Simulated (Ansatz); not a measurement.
BaTe (rock salt, space group No. 225), plane-wave PAW r²SCAN (Ansatz code). The conduction-band minimum lies at X, with 3 equivalent valleys. Second derivatives d²E/dk² of the lowest band at one valley (eV·Å²), along Cartesian directions:

```json
[
 {"direction": "[100]", "d²E/dk²": "5.960"},
 {"direction": "[010]", "d²E/dk²": "26.93"},
 {"direction": "[001]", "d²E/dk²": "26.93"},
 {"direction": "[110]", "d²E/dk²": "16.45"},
 {"direction": "[101]", "d²E/dk²": "16.45"},
 {"direction": "[011]", "d²E/dk²": "26.92"}
]
```

Find the principal effective masses, the density-of-states mass and the conductivity mass.

Off-diagonal terms follow from H_xy = H[110] − (H_xx + H_yy)/2, and m*/mₑ = 7.620 eV·Å² over each eigenvalue: 0.28, 0.28, 1.3. One valley's DOS mass (m₁m₂m₃)^(1/3) = 0.47, conductivity mass 3/(Σ 1/mᵢ) = 0.38 mₑ.

What effective density of states Nc follows at 300 K for parabolic valleys?

Nc = 2.509e19 × 3 × (0.47)^(3/2) ≈ 2.4e19 cm⁻³.

With the computed static dielectric constant 11.5 (mean of the diagonal), estimate a hydrogenic donor's binding energy and radius.

E = 13.606 eV × 0.38/11.5² ≈ 39 meV; a = 0.529 Å × ε/m* ≈ 16 Å. Semilocal masses tend to be too small where the gap is.

With ε∞ = 5.31 and ω_LO = 137 cm⁻¹, what Fröhlich coupling constant follows?

α = (1/ε∞ − 1/ε0) √(m* × 13.606 eV/ħω_LO) = 1.8.

Space group Fm-3m (rock salt). The cell was relaxed with r²SCAN under the symmetry of its start; of distortions, only those at the zone centre were tested. Scalar-relativistic: spin–orbit coupling is off unless named, which matters more the heavier the elements.

Potentials: the later of the program's two PAW sets.
